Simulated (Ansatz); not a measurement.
**SnBi3 (I4/mmm): electronic heat capacity and spin susceptibility from the density of states**

All numbers below come from Ansatz, DFT PBEsol, scalar-relativistic, plane waves, PAW.

Cutoff 420 eV; k points 12×12×12 on the computed 4-atom cell (Γ-centred); Gaussian smearing, width 0.10 eV; no spin polarisation.

Relaxed cell: I4/mmm, a = 4.657 Å, b = 4.657 Å, c = 10.925 Å, α = 90.00°, β = 90.00°, γ = 90.00°, 4 atoms in the primitive cell. Whether it is the stable form of this composition wasn't checked.

The density of states at the Fermi level is 2.694 states/eV in the cell of 4 atoms (1 formula unit; both spins, tetrahedra on a 18×18×18 mesh).

Task: What Sommerfeld coefficient and Pauli susceptibility does this give?

Result: Per formula unit N(E_F) = 2.694 states/eV. γ = (π²/3) k_B² N(E_F) N_A = 2.357 mJ/(mol K²) per state/eV, so γ = 6.4 mJ/(mol K²), a mole of formula units. χ_P = μ_B² N(E_F) N_A = 3.23×10⁻⁵ emu/mol per state/eV gives 8.7×10⁻⁵ emu/mol. This is the bare band result: a measured γ of the same phase is as a rule larger by a factor 1 + λ from phonons and spin fluctuations, the spin part of χ is larger by the Stoner factor, and a measured χ also holds orbital and core terms. N(E_F) at one energy is sensitive to the mesh where the density of states has sharp peaks.

Spin-orbit coupling is left out, which matters for the bands of heavy elements.